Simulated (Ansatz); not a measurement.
**Band table of HfN**

```xyz
2
Lattice="0.0000 2.2741 2.2741 2.2741 0.0000 2.2741 2.2741 2.2741 0.0000" Properties=species:S:1:pos:R:3 pbc="T T T"
Hf    0.0000    0.0000    0.0000
N     2.2741    2.2741    2.2741
```

The cell comes from a relaxation on PAW files under the same functional, begun from a database entry that needn't be the ground state.

Level of theory: DFT with PBE, scalar-relativistic, in Ansatz 0.2.0; a Γ-centred 11×11×11 k mesh, Fermi–Dirac smearing of 0.02 eV, no spin polarisation. LAPW: all electrons, basis error target 0.5 meV/atom.

Spin–orbit coupling is left out, which matters for the heavy atoms.

Path points, in fractions of the reciprocal vectors: Γ (0.000, 0.000, 0.000), X (0.500, 0.000, 0.500), U (0.625, 0.250, 0.625), K (0.375, 0.375, 0.750), L (0.500, 0.500, 0.500), W (0.500, 0.250, 0.750). The distance column jumps between branches of the path. Levels in eV from the Fermi level; bands 14 to 28, counted from the lowest band of the run. The gap is zero, the pressure 0.06 GPa.

```
# k(1/Å) point b14 b15 b16 b17 b18 b19 b20 b21 b22 b23 b24 b25 b26 b27 b28
0.000 Γ -17.35 -12.70 -12.70 -12.70 -12.67 -12.58 -12.58 -12.58 -2.87 -2.87 -2.87 -0.30 -0.30 -0.30 1.63
0.197 - -17.21 -12.69 -12.69 -12.69 -12.67 -12.58 -12.58 -12.58 -3.78 -3.08 -3.08 -0.56 0.16 0.16 1.83
0.395 - -16.84 -12.68 -12.68 -12.67 -12.66 -12.59 -12.59 -12.59 -5.25 -3.44 -3.44 -1.20 1.23 1.23 2.18
0.592 - -16.42 -12.67 -12.67 -12.64 -12.64 -12.60 -12.60 -12.60 -6.35 -3.67 -3.67 -1.96 2.53 2.53 2.67
0.789 - -16.17 -12.66 -12.66 -12.63 -12.62 -12.61 -12.61 -12.61 -6.72 -3.75 -3.75 -2.67 3.12 3.45 3.80
0.987 - -16.14 -12.65 -12.65 -12.63 -12.61 -12.61 -12.61 -12.60 -6.37 -3.70 -3.70 -3.22 3.57 4.28 4.77
1.184 - -16.23 -12.65 -12.65 -12.64 -12.61 -12.61 -12.61 -12.60 -5.72 -3.62 -3.62 -3.57 3.91 5.05 5.28
1.381 X -16.28 -12.65 -12.65 -12.64 -12.62 -12.61 -12.61 -12.60 -5.39 -3.69 -3.58 -3.58 4.03 5.39 5.41
1.451 - -16.27 -12.65 -12.65 -12.64 -12.62 -12.61 -12.61 -12.60 -5.39 -3.98 -3.62 -3.30 4.10 5.36 5.39
1.521 - -16.23 -12.65 -12.65 -12.64 -12.62 -12.61 -12.61 -12.60 -5.40 -4.33 -3.73 -2.95 4.29 5.21 5.32
1.591 - -16.17 -12.66 -12.65 -12.64 -12.62 -12.61 -12.61 -12.60 -5.41 -4.70 -3.91 -2.59 4.60 4.99 5.21
1.661 - -16.09 -12.66 -12.65 -12.64 -12.62 -12.61 -12.60 -12.60 -5.43 -5.08 -4.12 -2.20 4.73 5.00 5.06
1.730 - -16.00 -12.66 -12.64 -12.64 -12.62 -12.61 -12.60 -12.59 -5.46 -5.45 -4.36 -1.77 4.44 4.87 5.46
1.800 - -15.90 -12.66 -12.64 -12.64 -12.62 -12.61 -12.60 -12.58 -5.85 -5.47 -4.60 -1.29 4.13 4.64 5.94
1.870 U -15.79 -12.66 -12.64 -12.63 -12.62 -12.61 -12.60 -12.57 -6.22 -5.48 -4.84 -0.77 3.82 4.38 5.85
2.716 K -15.79 -12.66 -12.64 -12.63 -12.62 -12.61 -12.60 -12.57 -6.22 -5.48 -4.84 -0.77 3.82 4.38 5.85
2.925 - -15.50 -12.66 -12.63 -12.63 -12.62 -12.60 -12.60 -12.53 -7.16 -5.47 -5.44 1.00 2.90 3.49 5.26
3.135 - -15.42 -12.65 -12.64 -12.62 -12.62 -12.61 -12.59 -12.53 -7.57 -5.73 -5.32 2.05 2.52 2.75 4.51
3.344 - -15.67 -12.66 -12.64 -12.63 -12.62 -12.61 -12.59 -12.58 -7.29 -5.63 -4.98 1.30 1.60 3.31 3.85
3.553 - -16.18 -12.67 -12.65 -12.65 -12.64 -12.62 -12.60 -12.58 -6.38 -5.15 -4.43 0.67 0.80 2.60 2.79
3.763 - -16.75 -12.68 -12.68 -12.67 -12.66 -12.60 -12.59 -12.58 -5.07 -4.33 -3.76 0.17 0.20 1.19 2.28
3.972 - -17.19 -12.70 -12.69 -12.69 -12.67 -12.58 -12.58 -12.58 -3.66 -3.38 -3.14 -0.18 -0.17 0.16 1.92
4.181 Γ -17.35 -12.70 -12.70 -12.70 -12.67 -12.58 -12.58 -12.58 -2.87 -2.87 -2.87 -0.30 -0.30 -0.30 1.63
4.352 - -17.24 -12.70 -12.69 -12.69 -12.67 -12.58 -12.58 -12.58 -3.39 -3.17 -3.17 -0.16 -0.13 -0.13 2.01
4.523 - -16.93 -12.69 -12.68 -12.68 -12.66 -12.59 -12.59 -12.58 -4.48 -3.83 -3.83 0.07 0.31 0.31 2.93
4.694 - -16.47 -12.68 -12.67 -12.67 -12.65 -12.60 -12.60 -12.58 -5.69 -4.55 -4.55 0.39 0.96 0.96 3.99
4.865 - -15.94 -12.65 -12.65 -12.65 -12.63 -12.61 -12.61 -12.57 -6.83 -5.18 -5.18 0.90 1.77 1.77 4.89
5.036 - -15.44 -12.64 -12.64 -12.63 -12.61 -12.61 -12.57 -12.56 -7.80 -5.66 -5.66 1.63 2.63 2.63 5.27
5.207 - -15.07 -12.64 -12.64 -12.62 -12.60 -12.60 -12.57 -12.48 -8.48 -5.96 -5.96 2.55 3.35 3.35 4.92
5.378 L -14.94 -12.65 -12.65 -12.62 -12.60 -12.60 -12.57 -12.43 -8.74 -6.06 -6.06 3.21 3.64 3.64 4.39
5.517 - -14.98 -12.65 -12.65 -12.62 -12.60 -12.60 -12.58 -12.44 -8.63 -6.02 -6.01 3.09 3.12 3.66 5.01
5.657 - -15.10 -12.65 -12.64 -12.62 -12.60 -12.60 -12.58 -12.47 -8.33 -5.90 -5.88 2.40 2.79 3.81 5.82
5.796 - -15.26 -12.65 -12.64 -12.62 -12.61 -12.60 -12.60 -12.50 -7.87 -5.75 -5.68 1.86 2.31 4.10 6.21
5.936 - -15.44 -12.66 -12.64 -12.62 -12.61 -12.61 -12.60 -12.53 -7.31 -5.60 -5.48 1.49 1.82 4.49 6.07
6.075 - -15.60 -12.66 -12.64 -12.62 -12.62 -12.61 -12.60 -12.55 -6.74 -5.49 -5.34 1.28 1.44 4.92 5.75
6.215 - -15.70 -12.65 -12.64 -12.64 -12.62 -12.62 -12.60 -12.55 -6.25 -5.43 -5.34 1.18 1.22 5.28 5.48
6.354 W -15.74 -12.65 -12.64 -12.64 -12.62 -12.62 -12.60 -12.56 -6.01 -5.41 -5.41 1.16 1.16 5.38 5.43
6.453 - -15.77 -12.65 -12.64 -12.64 -12.62 -12.62 -12.60 -12.56 -5.90 -5.45 -5.33 0.34 1.98 5.31 5.43
6.552 - -15.85 -12.65 -12.65 -12.64 -12.62 -12.62 -12.60 -12.57 -5.61 -5.46 -5.20 -0.45 2.79 5.14 5.42
6.650 - -15.96 -12.65 -12.65 -12.64 -12.62 -12.62 -12.60 -12.58 -5.45 -5.17 -5.01 -1.20 3.57 4.94 5.42
6.749 - -16.08 -12.65 -12.65 -12.64 -12.62 -12.62 -12.60 -12.60 -5.43 -4.77 -4.65 -1.90 4.27 4.71 5.42
6.848 - -16.19 -12.65 -12.65 -12.64 -12.62 -12.61 -12.61 -12.60 -5.41 -4.46 -4.13 -2.54 4.43 4.86 5.42
6.947 - -16.26 -12.65 -12.65 -12.64 -12.62 -12.61 -12.61 -12.60 -5.39 -4.08 -3.73 -3.12 4.16 5.26 5.41
7.045 X -16.28 -12.65 -12.65 -12.64 -12.62 -12.61 -12.61 -12.60 -5.39 -3.69 -3.58 -3.58 4.03 5.39 5.41
```
